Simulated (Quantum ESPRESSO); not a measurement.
## Ga3MgP3Se (finding a planted mistake in a log)

A calculation, not a measurement. The program is pw.x of Quantum ESPRESSO 7.5 (plane-wave density functional theory). The cell is made up: 8 atoms on a zincblende/diamond lattice, with randomly drawn elements, strain and displacements, not relaxed. PseudoDojo standard norm-conserving files (v0.5 for PBE, v0.4.1 for LDA and PBEsol) set the functional; there is no spin polarisation, spin-orbit coupling or dispersion term, and the masses in the input are unused placeholders.

Intended input:

```
&control calculation='scf', pseudo_dir='./dojo.nc.sr.pbe.v0_5.standard.upf', outdir='./o', disk_io='medium', tprnfor=.true., tstress=.true. /
&system ibrav=0, nat=8, ntyp=4, nbnd=46, ecutwfc=85.99341389, nosym=.true., tot_charge=0,
 occupations='smearing', smearing='fd', degauss=0.0018374661
/
&electrons conv_thr=7.350e-09, electron_maxstep=60, /
ATOMIC_SPECIES
Ga 1.0 Ga.upf
Mg 1.0 Mg.upf
P 1.0 P.upf
Se 1.0 Se.upf
CELL_PARAMETERS angstrom
5.4474 0.0682 -0.0416
0.0682 5.4376 -0.023
-0.0416 -0.023 5.4224
ATOMIC_POSITIONS angstrom
Ga 0.0903 -0.067 0.1024
Ga -0.036 2.6851 2.6152
Ga 2.7893 0.0436 2.8031
Mg 2.7305 2.6807 -0.0563
P 1.3741 1.5073 1.3556
P 1.5024 4.0968 3.9657
Se 3.944 1.3706 4.1267
P 4.0663 4.1533 1.2499
K_POINTS automatic
4 4 4 1 1 1
```

The log is shortened where brackets say so; the opening notice, blank lines, dates and the lines on written files are dropped, and the path of the files is cut. It prints rydbergs, bohrs and kilobars, and counts compression as positive stress. Where no state is partly filled, the Fermi energy that it prints is only some level between the filled and the empty states on the mesh, and need not lie in the true gap.

Log of the intended run:

```
     Program PWSCF v.7.5
     Parallel version (MPI & OpenMP), running on       1 processor cores
     Number of MPI processes:                 1
     Threads/MPI process:                     1
     [start-up lines left out]
     bravais-lattice index     =            0
     lattice parameter (alat)  =      10.2952  a.u.
     unit-cell volume          =    1083.6364 (a.u.)^3
     number of atoms/cell      =            8
     number of atomic types    =            4
     number of electrons       =        80.00
     number of Kohn-Sham states=           46
     kinetic-energy cutoff     =      85.9934  Ry
     charge density cutoff     =     343.9737  Ry
     scf convergence threshold =      7.3E-09
     mixing beta               =       0.7000
     number of iterations used =            8  plain     mixing
     Exchange-correlation= PBE
                           (   1   4   3   4   0   0   0)
     [axes and pseudopotential details left out]
   Cartesian axes
     site n.     atom                  positions (alat units)
         1        Ga     tau(   1) = (   0.0165749  -0.0122981   0.0187959  )
         2        Ga     tau(   2) = (  -0.0066079   0.4928611   0.4800306  )
         3        Ga     tau(   3) = (   0.5119874   0.0080030   0.5145204  )
         4        Mg     tau(   4) = (   0.5011944   0.4920534  -0.0103341  )
         5        P      tau(   5) = (   0.2522217   0.2766711   0.2488259  )
         6        P      tau(   6) = (   0.2757716   0.7519843   0.7279204  )
         7        Se     tau(   7) = (   0.7239373   0.2515792   0.7574726  )
         8        P      tau(   8) = (   0.7463859   0.7623552   0.2294242  )
     number of k points=    32  Fermi-Dirac smearing, width (Ry)=  0.0018
                       cart. coord. in units 2pi/alat
        k(    1) = (   0.1244287   0.1242156   0.1270713), wk =   0.0625000
        k(    2) = (   0.1263340   0.1252542   0.3782700), wk =   0.0625000
     [further k points left out]
     Dense  grid:   116773 G-vectors     FFT dimensions: (  64,  64,  64)
     Estimated max dynamical RAM per process >     164.73 MB
     Initial potential from superposition of free atoms
     starting charge      79.9907, renormalised to      80.0000
     Starting wfcs are   53 randomized atomic wfcs
     total cpu time spent up to now is       19.3 secs
     per-process dynamical memory:    92.1 Mb
     Self-consistent Calculation
     iteration #  1     ecut=    85.99 Ry     beta= 0.70
     Davidson diagonalization with overlap
     ethr =  1.00E-02,  avg # of iterations =  4.1
     Threshold (ethr) on eigenvalues was too large:
     Diagonalizing with lowered threshold
     Davidson diagonalization with overlap
     ethr =  5.09E-04,  avg # of iterations =  1.7
     total cpu time spent up to now is       93.2 secs
     total energy              =    -861.66456477 Ry
     estimated scf accuracy    <       0.40905706 Ry
     iteration #  2     ecut=    85.99 Ry     beta= 0.70
     Davidson diagonalization with overlap
     ethr =  5.11E-04,  avg # of iterations =  5.0
     total cpu time spent up to now is      137.0 secs
     total energy              =    -861.75323193 Ry
     estimated scf accuracy    <       0.19148627 Ry
     [iterations 3 to 8 left out]
     iteration #  9     ecut=    85.99 Ry     beta= 0.70
     Davidson diagonalization with overlap
     ethr =  2.08E-10,  avg # of iterations =  2.0
     total cpu time spent up to now is      391.1 secs
     total energy              =    -861.79977931 Ry
     estimated scf accuracy    <       0.00000002 Ry
     iteration # 10     ecut=    85.99 Ry     beta= 0.70
     Davidson diagonalization with overlap
     ethr =  2.24E-11,  avg # of iterations =  2.5
     total cpu time spent up to now is      422.7 secs
     End of self-consistent calculation
     [lines on levels left out]
     the Fermi energy is     8.5299 ev
!    total energy              =    -861.79977931 Ry
     estimated scf accuracy    <          1.4E-09 Ry
     smearing contrib. (-TS)   =      -0.00000000 Ry
     internal energy E=F+TS    =    -861.79977931 Ry
     The total energy is F=E-TS. E is the sum of the following terms:
     one-electron contribution =    -494.44692029 Ry
     hartree contribution      =     290.59571539 Ry
     xc contribution           =    -202.71686383 Ry
     ewald contribution        =    -455.23171059 Ry
     convergence has been achieved in  10 iterations
     Forces acting on atoms (cartesian axes, Ry/au):
     atom    1 type  1   force =     0.03744004   -0.01570674    0.00677478
     atom    2 type  1   force =     0.00963826    0.05676106    0.01821207
     atom    3 type  1   force =    -0.07437006   -0.04894999   -0.10981336
     atom    4 type  2   force =    -0.05070855    0.08684093    0.05826668
     atom    5 type  3   force =    -0.01570772   -0.08731390    0.03044854
     atom    6 type  3   force =    -0.07862077    0.00615390   -0.00147559
     atom    7 type  4   force =     0.15195166   -0.01522814   -0.03274411
     atom    8 type  3   force =     0.02037714    0.01744287    0.03033100
     Total force =     0.282641     Total SCF correction =     0.000252
     Computing stress (Cartesian axis) and pressure
          total   stress  (Ry/bohr**3)                   (kbar)     P=      113.68
   0.00072134  -0.00007578  -0.00008222          106.11      -11.15      -12.10
  -0.00007578   0.00080091   0.00019003          -11.15      117.82       27.95
  -0.00008222   0.00019003   0.00079615          -12.10       27.95      117.12
     init_run     :     17.03s CPU     19.13s WALL (       1 calls)
     electrons    :    386.12s CPU    403.42s WALL (       1 calls)
     forces       :      4.16s CPU      4.20s WALL (       1 calls)
     stress       :     15.82s CPU     15.95s WALL (       1 calls)
     [timing details left out]
     PWSCF        :   7m 3.44s CPU   7m23.60s WALL
     JOB DONE.
```

A second run was made from an input with one planted mistake. Its log:

```
     Program PWSCF v.7.5
     Parallel version (MPI & OpenMP), running on       1 processor cores
     Number of MPI processes:                 1
     Threads/MPI process:                     1
     [start-up lines left out]
     bravais-lattice index     =            0
     lattice parameter (alat)  =      10.2952  a.u.
     unit-cell volume          =    1083.6364 (a.u.)^3
     number of atoms/cell      =            8
     number of atomic types    =            4
     number of electrons       =        80.00
     number of Kohn-Sham states=           64
     kinetic-energy cutoff     =      85.9934  Ry
     charge density cutoff     =     343.9737  Ry
     scf convergence threshold =      7.3E-09
     mixing beta               =       0.7000
     number of iterations used =            8  plain     mixing
     Exchange-correlation= PBE
                           (   1   4   3   4   0   0   0)
     [axes and pseudopotential details left out]
   Cartesian axes
     site n.     atom                  positions (alat units)
         1        Ga     tau(   1) = (   0.0165749  -0.0122981   0.0187959  )
         2        Ga     tau(   2) = (  -0.0066079   0.4928611   0.4800306  )
         3        Ga     tau(   3) = (   0.5119874   0.0080030   0.5145204  )
         4        Mg     tau(   4) = (   0.5011944   0.4920534  -0.0103341  )
         5        P      tau(   5) = (   0.2522217   0.2766711   0.2488259  )
         6        P      tau(   6) = (   0.2757716   0.7519843   0.7279204  )
         7        Se     tau(   7) = (   0.7239373   0.2515792   0.7574726  )
         8        P      tau(   8) = (   0.7463859   0.7623552   0.2294242  )
     number of k points=    32  Fermi-Dirac smearing, width (Ry)=  0.0639
                       cart. coord. in units 2pi/alat
        k(    1) = (   0.1244287   0.1242156   0.1270713), wk =   0.0625000
        k(    2) = (   0.1263340   0.1252542   0.3782700), wk =   0.0625000
     [further k points left out]
     Dense  grid:   116773 G-vectors     FFT dimensions: (  64,  64,  64)
     Estimated max dynamical RAM per process >     185.17 MB
     Initial potential from superposition of free atoms
     starting charge      79.9907, renormalised to      80.0000
     Starting wfcs are   53 randomized atomic wfcs +   11 random wfcs
     total cpu time spent up to now is       19.1 secs
     per-process dynamical memory:    96.3 Mb
     Self-consistent Calculation
     iteration #  1     ecut=    85.99 Ry     beta= 0.70
     Davidson diagonalization with overlap
     ethr =  1.00E-02,  avg # of iterations =  6.8
     Threshold (ethr) on eigenvalues was too large:
     Diagonalizing with lowered threshold
     Davidson diagonalization with overlap
     ethr =  3.99E-04,  avg # of iterations =  4.5
     total cpu time spent up to now is      115.2 secs
     total energy              =    -861.82753576 Ry
     estimated scf accuracy    <       0.32148265 Ry
     iteration #  2     ecut=    85.99 Ry     beta= 0.70
     Davidson diagonalization with overlap
     ethr =  4.02E-04,  avg # of iterations =  4.6
     total cpu time spent up to now is      162.9 secs
     total energy              =    -861.87492428 Ry
     estimated scf accuracy    <       0.21652583 Ry
     [iterations 3 to 9 left out]
     iteration # 10     ecut=    85.99 Ry     beta= 0.70
     Davidson diagonalization with overlap
     ethr =  5.96E-11,  avg # of iterations =  2.9
     total cpu time spent up to now is      540.2 secs
     total energy              =    -861.93286119 Ry
     estimated scf accuracy    <          9.7E-09 Ry
     iteration # 11     ecut=    85.99 Ry     beta= 0.70
     Davidson diagonalization with overlap
     ethr =  1.22E-11,  avg # of iterations =  2.4
     total cpu time spent up to now is      577.6 secs
     End of self-consistent calculation
     [lines on levels left out]
     the Fermi energy is     8.5843 ev
!    total energy              =    -861.93286119 Ry
     estimated scf accuracy    <          3.7E-09 Ry
     smearing contrib. (-TS)   =      -0.40714466 Ry
     internal energy E=F+TS    =    -861.52571653 Ry
     The total energy is F=E-TS. E is the sum of the following terms:
     one-electron contribution =    -494.21886865 Ry
     hartree contribution      =     290.57204972 Ry
     xc contribution           =    -202.64718701 Ry
     ewald contribution        =    -455.23171059 Ry
     convergence has been achieved in  11 iterations
     Forces acting on atoms (cartesian axes, Ry/au):
     atom    1 type  1   force =     0.02831131   -0.01222861    0.00526227
     atom    2 type  1   force =    -0.00122119    0.04431231    0.02546017
     atom    3 type  1   force =    -0.06358018   -0.04379753   -0.09722948
     atom    4 type  2   force =    -0.04455692    0.07645771    0.05557846
     atom    5 type  3   force =    -0.00939894   -0.08002719    0.02628557
     atom    6 type  3   force =    -0.06957468    0.00977172   -0.01076957
     atom    7 type  4   force =     0.14164560   -0.01483727   -0.02847305
     atom    8 type  3   force =     0.01837499    0.02034887    0.02388562
     Total force =     0.254123     Total SCF correction =     0.000341
     Computing stress (Cartesian axis) and pressure
          total   stress  (Ry/bohr**3)                   (kbar)     P=      138.28
   0.00090599  -0.00003683  -0.00013326          133.28       -5.42      -19.60
  -0.00003683   0.00096371   0.00018465           -5.42      141.77       27.16
  -0.00013326   0.00018465   0.00095035          -19.60       27.16      139.80
     init_run     :     16.05s CPU     18.94s WALL (       1 calls)
     electrons    :    538.39s CPU    558.52s WALL (       1 calls)
     forces       :      5.33s CPU      5.41s WALL (       1 calls)
     stress       :     19.14s CPU     19.22s WALL (       1 calls)
     [timing details left out]
     PWSCF        :   9m39.20s CPU  10m 2.70s WALL
     JOB DONE.
```

Question: what was wrong in the second input?

Answer: the smearing is too wide. The input lines that differ, file-writing options aside:

```
- &system ibrav=0, nat=8, ntyp=4, nbnd=46, ecutwfc=85.99341389, nosym=.true., tot_charge=0,
+ &system ibrav=0, nat=8, ntyp=4, nbnd=64, ecutwfc=85.99341389, nosym=.true., tot_charge=0,
-  occupations='smearing', smearing='fd', degauss=0.0018374661
+  occupations='smearing', smearing='fd', degauss=0.0639438206
```

```
                                            intended run  run with the mistake
                          free energy (eV)    -11725.383            -11727.194
                    smearing term -TS (eV)        0.0000               -5.5395
                            pressure (GPa)         11.37                 13.83
            largest force component (eV/Å)         3.907                 3.642
largest change of a force component (eV/Å)                               0.324
                                iterations            10                    11
```

For scale, a rerun of the intended cell at 1467 eV and a 6 x 6 x 6 mesh moved values by no more than 0.008 eV in energy, 0.02 GPa in stress and 0.003 eV/Å in force. The number of bands, nbnd, was set by rule from the electron count and the smearing, so it follows the mistake.